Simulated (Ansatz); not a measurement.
Data:

CdF₂:
```cif
data_CdF2
_chemical_formula_sum 'Cd1 F2'
_space_group_name_H-M_alt 'P 1'
_space_group_IT_number 1
_cell_length_a 3.80708
_cell_length_b 3.80708
_cell_length_c 3.80708
_cell_angle_alpha 60.000
_cell_angle_beta 60.000
_cell_angle_gamma 60.000
loop_
_space_group_symop_operation_xyz
  'x, y, z'
loop_
_atom_site_label
_atom_site_type_symbol
_atom_site_fract_x
_atom_site_fract_y
_atom_site_fract_z
_atom_site_occupancy
Cd1 Cd 0.00000 0.00000 0.00000 1
F1 F 0.25000 0.25000 0.25000 1
F2 F 0.75000 0.75000 0.75000 1
```

This is the PBEsol-relaxed structure.

Task: All from PBEsol in the plane-wave PAW code Ansatz, unless another level is named. Estimate the gap with spin–orbit coupling.

Result: 2.94 eV.

Task: Next, the electron effective mass with spin–orbit coupling?

Result: 0.37 mₑ (isotropic).

Space group Fm-3m (fluorite). The PBEsol relaxation kept the symmetry of its start. Spin–orbit coupling is left out wherever it is not named.

Potentials: the earlier of the program's two PAW sets. The files were generated under PBE; for other functionals the program regenerates the frozen cores, and for LDA and PBEsol the local potential too.
